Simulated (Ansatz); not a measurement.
SnSe:
```xyz
2
Lattice="0.0000 3.3638 3.3638 3.3638 0.0000 3.3638 3.3638 3.3638 0.0000" Properties=species:S:1:pos:R:3 pbc="T T T"
Se     1.6819     1.6819     1.6819
Sn     0.0000     0.0000     0.0000
```

Relaxed with r²SCAN. Special points in fractions of this cell's reciprocal vectors: Γ (0.000, 0.000, 0.000); X (0.500, 0.000, 0.500); U (0.625, 0.250, 0.625); K (0.375, 0.375, 0.750); L (0.500, 0.500, 0.500); W (0.500, 0.250, 0.750).

List the band energies nearest the Fermi level at these points for r²SCAN in the plane-wave PAW code Ansatz.

In eV from the Fermi level; about four levels below and three above (degenerate sets whole), none deeper than 8.9 eV; points with the same levels are listed once.

```json
[
 {"k": "Γ", "below": "-5.39 -2.54 -2.54 -2.54", "above": "1.55 1.55 1.55"},
 {"k": "X", "below": "-7.78 -3.78 -3.78 -0.68", "above": "0.05 4.58 4.58"},
 {"k": "U", "below": "-7.72 -4.23 -3.57 -0.53", "above": "1.27 3.56 3.83"},
 {"k": "L", "below": "-7.49 -3.07 -3.07 -2.26", "above": "2.34 2.34 3.49"},
 {"k": "W", "below": "-7.74 -4.08 -3.98", "above": "0.01 1.76 2.23"}
]
```

Space group F-43m (zinc blende). The start of the workflow was typed in or built on a structure type; neither database checked (COD, Materials Project) lists it. It is not the phase usual at ambient conditions (space group No. 62). The r²SCAN relaxation kept the symmetry of its start. At this level the phase is mechanically unstable. A small band overlap can be real or an error of a semilocal functional. The Fermi level of a semimetal is unsure by some 0.05 eV on such meshes. Scalar-relativistic: spin–orbit coupling is off unless named, which matters more the heavier the elements.

Potentials: the later of the program's two PAW sets.
